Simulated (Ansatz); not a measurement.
AgBr (rock salt)

Space group Fm-3m (No. 225); a = 5.8409 Å, b = 5.8409 Å, c = 5.8409 Å, α = 90.00°, β = 90.00°, γ = 90.00°

```json
[
 {"atom": "Br", "site": "4a", "symmetry": "m-3m", "x": "0.0000", "y": "0.0000", "z": "0.0000"},
 {"atom": "Ag", "site": "4b", "symmetry": "m-3m", "x": "0.5000", "y": "0.5000", "z": "0.5000"}
]
```
(The calculation used a cell of 2 atoms; values per cell refer to that cell.)

Equation-of-state scan: isotropic scaling of the cell above, V₀ being its volume. Symmetry pins the atoms to their sites.

The numbers are results of PBE (plane waves to 420 eV, PAW, scalar-relativistic; Ansatz, a quantum-chemistry and plane-wave program), not measurements. k mesh 10×10×10 (Γ-centred), Fermi-Dirac smearing 0.05 eV. The energy includes the smearing's −TS. Stress and pressure are positive under compression. AgBr was relaxed with its symmetry unable to fall. The zero of ΔE is the relaxed starting cell.

Problem. Give the computed ΔE (eV/atom) and P (GPa) at V/V₀ = 0.940, 0.952, 0.964, 0.976, 1.024, 1.036, 1.048, 1.060.

Solution. 
```tsv
V/V₀	ΔE (eV/atom)	P (GPa)
0.940	0.0124	2.83
0.952	0.0077	2.18
0.964	0.0042	1.57
0.976	0.0018	1.00
1.024	0.0016	-0.86
1.036	0.0036	-1.25
1.048	0.0063	-1.60
1.060	0.0096	-1.93
```

(A scan under strain: stresses follow from slopes of the energy per volume, elastic moduli from its curvatures.)
